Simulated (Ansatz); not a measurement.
**Te3Pt2Se, before and after**

The cell of Te3Pt2Se is invented: random cell by space group and Wyckoff sites (R-3m, No. 166). Its size is a rough estimate.

start.cif

```cif
data_structure
_symmetry_space_group_name_H-M 'R-3m:H'
_symmetry_Int_Tables_number 166
_cell_length_a 6.5953
_cell_length_b 6.5953
_cell_length_c 15.8551
_cell_angle_alpha 90.000
_cell_angle_beta 90.000
_cell_angle_gamma 120.000
_cell_volume 597.26
loop_
_atom_site_label
_atom_site_type_symbol
_atom_site_symmetry_multiplicity
_atom_site_Wyckoff_symbol
_atom_site_fract_x
_atom_site_fract_y
_atom_site_fract_z
_atom_site_occupancy
Te1 Te 9 e 0.16667 0.33333 0.33333 1
Pt1 Pt 6 c 0.33333 0.66667 0.42436 1
Se1 Se 3 b 0.33333 0.66667 0.16667 1
```

Method: Ansatz, DFT PBE, scalar-relativistic, plane waves, PAW. Cutoff 420 eV, Gaussian smearing, Γ-centred meshes. Cell and atoms relax first on a coarse mesh and then on a finer one. In between, the cell is made exact in the group found at 0.06 Å. In metals the finer mesh still leaves noise of several meV/atom or more. The steps can't lower the symmetry of their start. No spin polarisation in the relaxation; trial moments died out in a coarse test.

end.cif

```cif
data_structure
_symmetry_space_group_name_H-M 'R-3m:H'
_symmetry_Int_Tables_number 166
_cell_length_a 7.4156
_cell_length_b 7.4156
_cell_length_c 11.7762
_cell_angle_alpha 90.000
_cell_angle_beta 90.000
_cell_angle_gamma 120.000
_cell_volume 560.82
loop_
_atom_site_label
_atom_site_type_symbol
_atom_site_symmetry_multiplicity
_atom_site_Wyckoff_symbol
_atom_site_fract_x
_atom_site_fract_y
_atom_site_fract_z
_atom_site_occupancy
Te1 Te 9 e 0.16667 0.33333 0.33333 1
Pt1 Pt 6 c 0.33333 0.66667 0.46469 1
Se1 Se 3 b 0.33333 0.66667 0.16667 1
```

The symmetry stays R-3m (No. 166). The volume per atom shrinks by 6.1 %, from 33.2 to 31.2 Å³. The shortest distance goes from 2.39 Å (Te–Pt) to 2.64 Å (Te–Pt). The ratio c/a of the conventional cell changes by a factor of 0.66. The energy falls by about 0.61 eV/atom (the start's value is from the coarse mesh).

```json
{"Volume per atom": "31.16 Å³", "Density": "7.57 g/cm³", "Formation energy": "+0.53 eV/atom", "Gap on the 6×6×6 mesh of the 6-atom cell": "0 eV (a metal)"}
```

Formation energies are uncorrected and refer to the elements' standard structures at the same level. A positive value: parting into the elements would lower its energy.

The last run used Gaussian smearing of 0.10 eV. Spin–orbit coupling, which can matter for Pt and Te, is left out. The reference forms of Se and Te are held partly by dispersion forces, which this level lacks. Symmetry constrained the relaxation, so the result can be a saddle point. In all, the 3 runs took 6.5 min on 1 thread of AMD EPYC (Zen 3), with other jobs on the host. Another cell of Te3Pt2Se relaxed alike, in P4/mmm, lies 287 meV/atom lower, so this cell isn't the stable form at this level.
